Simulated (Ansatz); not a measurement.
Ansatz 0.2.0, settings compared: RbBiTe6

The input file (Ansatz 0.2.0, plane waves):

```yaml
crystal:
  lattice:
    - [4.784509, 2.762334, 3.262884]
    - [-4.784509, 2.762334, 3.262884]
    - [0.0, -5.524681, 3.262884]
  atoms:
    - { symbol: Bi, position: [0.0, 0.0, 0.0] }
    - { symbol: Rb, position: [0.5, 0.5, 0.5] }
    - { symbol: Te, position: [0.716, 0.789, 0.103] }
    - { symbol: Te, position: [0.103, 0.716, 0.789] }
    - { symbol: Te, position: [0.789, 0.103, 0.716] }
    - { symbol: Te, position: [0.284, 0.211, 0.897] }
    - { symbol: Te, position: [0.897, 0.284, 0.211] }
    - { symbol: Te, position: [0.211, 0.897, 0.284] }
  symmetry: { tolerance: 0.0003 }
kpoints:
  mp_grid: { grid: [3, 3, 3], shift: [0, 0, 0] }
magnetization:
  spin_polarized: false
scf:
  occupations: { method: fermi_dirac }
hamiltonian:
  pseudopotentials: { kind: paw }
  xc: pbe
basis:
  ecutwfc: 420
output:
  forces: true
  stress: true
  eigenvalues: true
```

Launch command:

```bash
ansatz run input.yaml --threads 1 --pin off --max-ram 2560MiB --backend cpu --events-out ev --progress --plain --runs-dir out
```

Origin of the cell: a known structure type with other elements, at an estimated volume, so it need not be a known compound.

The smearing width isn't typed, so it takes its default of 0.1 eV.

Output of this run (shortened):

```
SCF iter   1: F=—  HF=-57526.344469 eV  Δρ=4.39e-3  dr2=9.23e-2  defer=14
SCF iter   2: F=—  HF=-57526.332021 eV  Δρ=2.21e-3  dr2=1.29e-2  defer=15
SCF iter   3: F=—  HF=-57526.330266 eV  Δρ=9.59e-4  dr2=4.21e-3  defer=15
SCF iter   4: F=—  HF=-57526.329247 eV  Δρ=2.21e-4  dr2=2.33e-4  defer=15
SCF iter   5: F=—  HF=-57526.329207 eV  Δρ=4.18e-5  dr2=6.22e-6  defer=15
SCF iter   6: F=—  HF=-57526.329210 eV  Δρ=1.49e-5  dr2=8.46e-7  defer=15
SCF iter   7: F=-57526.329210 eV  HF=-57526.329210 eV  Δρ=4.18e-6  dr2=5.04e-8
SCF 1 converged in 7 iterations: F = -57526.329210 eV  dr2 = 5.04e-8
SCF converged after 7 iterations
Free energy (F): -57526.329210 eV
Harris-Foulkes:  -57526.329210 eV  (|F-HF|=1.26e-8)
Internal energy: -57526.106637 eV  (E = F + TS)
E sigma→0 (E₀):  -57526.217924 eV
Entropy (-TS):   -0.222573 eV (-27.822 meV/atom)
Fermi energy:    9.106939 eV
--- Per-component energies (eV) ---
  E_band       = -1739.270402
  E_kinetic    = 1625.332415
  E_local      = -12425.028568  (includes V_loc(G=0)·N_el)
  E_nonlocal   = -1115.373664
  E_hartree    = 6852.440888
  E_xc         = -1042.089923
  E_vxc        = -925.423506  (∫ρ·V_xc dr)
  E_paw        = -41258.901525  (= ΣΔE_a)
  E_vpaw       = -2603.656165  (= ΣTr[D̂ρ^β])
  E_aug_tail   = -0.001435  (compensation charges beyond the density's cutoff)
  E_ewald      = -10162.484824
  E_smearing   = -0.222573  (= −TS)
  Σ components = -57526.329210   (vs F -57526.329210, Δ=0.00e0)
--- Forces (eV/Å), atoms counted from 1 ---
  atom   1  Bi     0.000000    -0.000000     0.000000
  atom   2  Rb    -0.000000     0.000000    -0.000000
  atom   3  Te    -1.705574    -9.472945    -6.563741
  atom   4  Te     9.056602     3.259408    -6.563733
  atom   5  Te    -7.351028     6.213550    -6.563731
  atom   6  Te     1.705574     9.472945     6.563741
  atom   7  Te    -9.056602    -3.259408     6.563733
  atom   8  Te     7.351028    -6.213550     6.563731
  max |Σ_I F_I| component: 5.33e-15 eV/Å
--- Stress (GPa, compression-positive) ---
       36.790295      -0.000001      -0.000000
        0.000001      36.790295       0.000004
        0.000000       0.000004      30.650602
  P = ⅓ Tr σ = 34.7437 GPa (347.437 kbar)
```

The same input was run again with these changes:

1. `kpoints.mp_grid.shift` [0, 0, 0] → [0.5, 0.5, 0.5]
2. `scf.occupations.method` fermi_dirac → tetrahedron_uncorrected; `scf.mixing.algorithm` default → broyden; `scf.mixing.beta` default → 0.1; `scf.mixing.ndim` default → 16; `scf.lower_state_search` default → light
3. `scf.n_extra_bands` default → 16
4. `scf.eigensolver.kind` default → davidson; `basis.ecutrho_ratio` default → 9; `scf.convergence.dr2_threshold` default → 1.0e-09

```json
{"run": "base", "end": "converged", "SCF iterations": "7", "P (GPa)": "34.74", "max force component (eV/Å)": "9.473", "moment (μB)": "–", "ΔE(σ→0) (meV/atom)": "0"}
{"run": "1", "end": "converged", "SCF iterations": "7", "P (GPa)": "34.59", "max force component (eV/Å)": "9.397", "moment (μB)": "–", "ΔE(σ→0) (meV/atom)": "-2.59"}
{"run": "2", "end": "converged", "SCF iterations": "15", "P (GPa)": "34.80", "max force component (eV/Å)": "9.447", "moment (μB)": "–", "ΔE(σ→0) (meV/atom)": "5.77"}
{"run": "3", "end": "converged", "SCF iterations": "7", "P (GPa)": "34.74", "max force component (eV/Å)": "9.473", "moment (μB)": "–", "ΔE(σ→0) (meV/atom)": "0.00"}
{"run": "4", "end": "converged", "SCF iterations": "10", "P (GPa)": "34.74", "max force component (eV/Å)": "9.473", "moment (μB)": "–", "ΔE(σ→0) (meV/atom)": "0.00"}
```

Energies are compared only where functional, datasets, charge and starting cell are the same.

Caveats of the base run: no spin-orbit coupling, though heavy elements are present; the given cell is far from equilibrium, with atoms too close or a volume far off; the k mesh is coarse if the cell is a metal.

The base run took 9.4 s on 1 thread of Arm Neoverse V1, with other jobs on the host, peak memory 0.52 GiB, from the program's own first density.
